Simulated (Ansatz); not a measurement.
## BaHF, a known structure type with other elements, at an estimated volume

```xyz
6
Lattice="4.1201 0.0000 0.0000 0.0000 4.1201 0.0000 0.0000 0.0000 6.7135" Properties=species:S:1:pos:R:3 pbc="T T T"
Ba    0.0000    2.0600    1.2756
Ba    2.0600    0.0000    5.4379
H     0.0000    0.0000    0.0000
H     2.0600    2.0600    0.0000
F     0.0000    2.0600    4.5652
F     2.0600    0.0000    2.1483
```

The numbers come from plane-wave PAW DFT (Ansatz): PBEsol, no spin polarisation, 420 eV, 6×6×4 Γ-centred k points, fermi-dirac occupations (width 0.1 eV). Nothing was relaxed.

(1) What is the band gap?

(2) Is it stable against the elements?

(3) Which element gives electrons and which takes them?

(4) What does the stress say?

Origin: a known structure type with other elements, at an estimated volume, so it need not be a known compound. Caveats: atoms or cell far from equilibrium.

Results:

(1) The gap is 4.08 eV, indirect (the least direct gap found is 4.34 eV). A semilocal functional usually gives too small a gap.

(2) -2.00 eV an atom against the elements' usual phases (free molecules for gases, crystals otherwise, with no correction for O₂ or N₂), so it is bound against them; other compounds may still compete. Relaxing would lower it.

(3) Bader charges in e: Ba +1.48, H -0.63, F -0.85. In the mean Ba gives up most and F takes most.

(4) The pressure is -1.0 GPa (compression positive), so with the atoms held at these fractions the cell would first shrink; the forces are large, so a full relaxation may end otherwise.
